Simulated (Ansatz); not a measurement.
Method: DFT PBE, scalar-relativistic, plane waves, PAW in Ansatz 0.2.0. Settings: cutoff 420 eV, Γ-centred meshes spaced at most about 0.3 Å⁻¹, and about 0.25 Å⁻¹ or finer for metals (2π included), Gaussian smearing. No spin polarisation in the final relaxations.

All energies are static (0 K, no zero-point motion).

Compare these two cells of Ge2Sb2Se, each relaxed at this level.

A.

Space group P-3m1 (No. 164). a = 4.274 Å, b = 4.274 Å, c = 9.605 Å, α = 90.00°, β = 90.00°, γ = 120.00°
```tsv
atom	site	symmetry	x	y	z
Ge	2c	3m.	0.0000	0.0000	0.2500
Sb	2d	3m.	0.3333	0.6667	0.1200
Se	1b	-3m.	0.0000	0.0000	0.5000
```

B.

Space group P4/mmm (No. 123). a = 4.113 Å, b = 4.113 Å, c = 8.467 Å, α = 90.00°, β = 90.00°, γ = 90.00°
| atom | site | symmetry | x | y | z |
| --- | --- | --- | --- | --- | --- |
| Ge | 2h | 4mm | 0.5000 | 0.5000 | 0.2135 |
| Sb | 2g | 4mm | 0.0000 | 0.0000 | 0.8336 |
| Se | 1d | 4/mmm | 0.5000 | 0.5000 | 0.5000 |

Problem. Which is lower in energy, and by how much?

Solution. B is lower, by 9 meV/atom. A has space group P-3m1 (No. 164), 30.4 Å³/atom and no gap on its mesh; B has space group P4/mmm (No. 123), 28.7 Å³/atom and no gap. Counting Ge or Sb atoms around Se (for each partner element, those within 1.25 times its shortest distance or 1.15 times the sum of covalent radii, where it is the nearest in units of that sum or under 1.3), A and B both have Se 2. B holds Sb–Sb pairs (shortest 2.82 Å); in A the shortest Sb–Sb distance is 3.38 Å, near bonding range too. The denser one is the lower, and pressure would at first widen the difference. Even the lower one lies +0.16 eV/atom against the reference forms of the elements (uncorrected), so neither is stable at this level. Both come from invented guesses. A third cell relaxed alike, in P-3m1, lies 66 meV/atom below the lower of the two.

For metals, differences of a few meV/atom aren't resolved. These runs have no spin–orbit coupling, which can matter for Sb. Cells relaxed within their symmetry can be saddle points.
